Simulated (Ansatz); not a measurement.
**Formation energy of AuCu3-type YPb₃**

The computed numbers are results of PBEsol, scalar-relativistic (no spin polarisation) in the plane-wave PAW code Ansatz at 420 eV, 6×6×6 k-mesh, Gaussian smearing of 0.05 eV; PAW files: Ansatz's generated set soft_2.

The start was a prototype's sites filled with these elements; the Crystallography Open Database holds the compound in this structure.

It takes space group Pm-3m (No. 221, cubic). Conventional cell: a = 4.807 Å, b = 4.807 Å, c = 4.807 Å, α = 90.00°, β = 90.00°, γ = 90.00°. Around Y (site symmetry m-3m) lie 12 Pb at 3.40 Å. Pb (site symmetry 4/mmm) is surrounded by 4 Y at 3.40 Å and 8 Pb at 3.40 Å. (Neighbours are counted to 15 % beyond the shortest distance.)

The elements were computed in their standard states with the same datasets, cutoff and functional. Total energies depend on the potentials used, so only differences within one code and one set of settings carry meaning.

Energy of the relaxed cell (4 atoms, smearing extrapolated to zero): -39061.278 eV. Elements, in eV/atom: Y -3795.074, Pb -11754.948.

Question: What is the formation energy?

Answer: [-39061.278 − (1 × -3795.074 + 3 × -11754.948)] / 4 = -0.34 eV/atom, or -33 kJ per mole of atoms.

The value is for 0 K, without zero-point energy. A negative value shows stability against the elements alone, not against other compounds or structures.

The calculation's cell holds 53 valence electrons, an odd number. Without magnetic order each band takes two, so one stays part-filled and the crystal must be a metal. (Only strong correlation, outside this picture, could make a Mott insulator of it.)

These numbers lack spin–orbit coupling.
